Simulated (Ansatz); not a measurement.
Rb₂NaInCl₆, first-principles data

Rb$_{2}$NaInCl$_{6}$:
```cif
data_Cl24In4Na4Rb8
_chemical_formula_sum 'Rb8 Na4 In4 Cl24'
_space_group_name_H-M_alt 'Fm-3m'
_space_group_IT_number 225
_space_group_name_Hall '-F 4 2 3'
_cell_length_a 10.44050
_cell_length_b 10.44050
_cell_length_c 10.44050
_cell_angle_alpha 90.000
_cell_angle_beta 90.000
_cell_angle_gamma 90.000
loop_
_atom_site_label
_atom_site_type_symbol
_atom_site_symmetry_multiplicity
_atom_site_Wyckoff_symbol
_atom_site_fract_x
_atom_site_fract_y
_atom_site_fract_z
_atom_site_occupancy
Rb1 Rb 8 c 0.25000 0.25000 0.25000 1
Na1 Na 4 b 0.50000 0.50000 0.50000 1
In1 In 4 a 0.00000 0.00000 0.00000 1
Cl1 Cl 24 e 0.00000 0.00000 0.24093 1
```
(The calculation used a cell of 10 atoms; values per cell refer to that cell.)

Space group Fm-3m (No. 225); conventional cell a = b = c = 10.441 Å, α = β = γ = 90.00°.

Method: r²SCAN in the plane-wave PAW code Ansatz. Structure relaxed to zero pressure with the same functional. Other levels are named where they apply.

Cell and energy:

```
Item                                                           Value
-----------------------------------------------------  -------------
Volume per atom                                             28.45 Å³
Density                                                   3.04 g/cm³
Formation energy from the elements (no fitted shifts)  -1.87 eV/atom
```

Electronic structure:

```
Item                                                                                                                    Value
---------------------------------------------------------------------  ------------------------------------------------------
Band gap                                                                                                     3.80 eV (direct)
Valence-band maximum                                                                                                     at Γ
Conduction-band minimum                                                                                                  at Γ
Electron effective mass                                                                                   0.46 mₑ (isotropic)
Electron effective mass with spin–orbit coupling                                                          0.46 mₑ (isotropic)
Hole effective mass, band 1 of 3 at the edge                                            3.3 along [110], 2.6 along [111] (mₑ)
Hole effective mass, band 2 of 3 at the edge                           1.1 along [100], 1.6 along [110], 1.4 along [111] (mₑ)
Hole effective mass, band 3 of 3 at the edge                           1.1 along [100], 1.1 along [110], 1.4 along [111] (mₑ)
Hole effective mass with spin–orbit coupling, band 1 of 2 at the edge  3.1 along [100], 2.2 along [110], 1.8 along [111] (mₑ)
Hole effective mass with spin–orbit coupling, band 2 of 2 at the edge  1.1 along [100], 1.3 along [110], 1.4 along [111] (mₑ)
HSE06 gap on the r²SCAN cell                                                                                          4.58 eV
Gap with spin–orbit coupling                                                                                          3.78 eV
```

Mechanics:

```
Quantity                              Result
----------------------------------  --------
Bulk modulus (Birch–Murnaghan fit)  234 kbar
Pressure derivative B′                   5.6
```

Charges:

```
Item                                              Value
-------------  ----------------------------------------
Bader charges  Rb +0.90, Na +0.88, In +1.77, Cl -0.74 e
```

The first step of the workflow began from a Materials Project structure, measured or hypothetical; the Crystallography Open Database copy checked does not list it. Its standing as an ambient phase is unchecked. Symmetry was held in the r²SCAN relaxation; its stability against distortions is not shown here. The references are the lowest solids computed at this level, not always the standard phases (solids in place of the gases). Scalar-relativistic: spin–orbit coupling is off unless named, which matters more the heavier the elements.

Potentials: the later of the program's two PAW sets.
